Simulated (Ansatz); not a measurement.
# CaC: stable or not

The structure comes from a generated guess, relaxed at this level; another structure or a mixture of phases may lie lower.

All numbers below come from DFT PBE, scalar-relativistic, plane waves, PAW (Ansatz). The final run on the 4-atom cell used 420 eV, a Γ-centred 12×12×6 mesh, 0.10 eV smearing and no spin polarisation.

```
Ca C
1.0
     3.86097    0.00000    0.00000
    -1.93049    3.34370    0.00000
     0.00000    0.00000    7.26210
Ca C
2 2
Cartesian
  0.0000 2.2291 5.3768
  1.9305 1.1146 1.8853
  0.0000 0.0000 6.6256
  0.0000 0.0000 0.6365
```

Formation energies are uncorrected and refer to the elements' standard structures at the same level.

Question: These tests were run: energy against the elements; phonons on a 2×2×1 q mesh. What do they show?

Answer:

```
                       test                             result
energy against the elements                      +0.08 eV/atom
  phonons on a 2×2×1 q mesh  imaginary modes down to 144i cm⁻¹
```

It fails 2 tests: energy against the elements and phonons on a 2×2×1 q mesh. So it isn't even a local minimum.

The cell is a metal run without spin; a magnetic state may lie lower. The reference form of C is held partly by dispersion forces, which this level lacks. The run for the phonons used a 12×12×6 k mesh and Fermi–Dirac smearing of 0.15 eV.
